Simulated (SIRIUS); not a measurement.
Consider a self-consistent single point of Cu (Fm-3m, 1 atom in the cell; from Materials Project mp-30, changed as shown).

```
CELL_PARAMETERS angstrom
      0.00000     1.77671     1.77671
      1.77671     0.00000     1.77671
      1.77671     1.77671     0.00000
ATOMIC_POSITIONS crystal
  Cu 0.00000 0.00000 0.00000
```

All values come from this method and carry its errors: PBE, PseudoDojo 0.5 standard norm-conserving PBE (tails mended) pseudopotentials (plane waves; SIRIUS).

SIRIUS settings:

```
setting                                                                                                       value
--------------------------------------  ---------------------------------------------------------------------------
parameters.ngridk                                                                                          22 22 22
parameters.xc_functionals                                                              [XC_GGA_X_PBE, XC_GGA_C_PBE]
parameters.gk_cutoff                                                                                   9.592 1/bohr
parameters.pw_cutoff                                                                                  19.184 1/bohr
parameters.smearing                                                                                     fermi_dirac
parameters.smearing_width                                                                             0.00367493 Ha
potentials                              PseudoDojo 0.5 standard norm-conserving PBE (tails mended) pseudopotentials
parameters.electronic_structure_method                                                              pseudopotential
parameters.num_bands                                                                                             14
parameters.num_mag_dims                                                                                           0
parameters.num_dft_iter                                                                                         100
parameters.energy_tol                                                                                      1e-07 Ha
parameters.density_tol                                                                                        1e-06
mixer.type                                                                                                 anderson
mixer.beta                                                                                                      0.7
mixer.use_hartree                                                                                              true
```

Results:

| Item | Value |
|---|---|
| Number of valence electrons | 19 |
| Number of bands | 14 |
| Number of k-points after the program's reduction | 328 |
| Number of plane waves (most at a k-point) | 1158 |
| Number of SCF iterations | 11 |
| FFT grid | 32 × 32 × 32 |
| Free energy E − TS | -5159.5677 eV |
| Fermi level (on the code's own zero) | 18.59 eV |
| Pressure | 10.44 GPa |

Stress (GPa, positive for compression):
```
10.44   0.00   0.00
 0.00  10.44   0.00
 0.00   0.00  10.44
```

For comparison: a first run was changed to give this one (volume scaled by 0.98), and from it to this one the free energy rises by 12.2 meV/atom and the pressure goes from 6.68 to 10.44 GPa.

The structure comes from a collection of computed structures, made at another level of theory; the collection holds predicted forms beside known ones.

Cost on one core: about 70 core-seconds (a rough figure).

“Tails mended”: in these copies of the files the far tail of each local potential was reset to the Coulomb form.
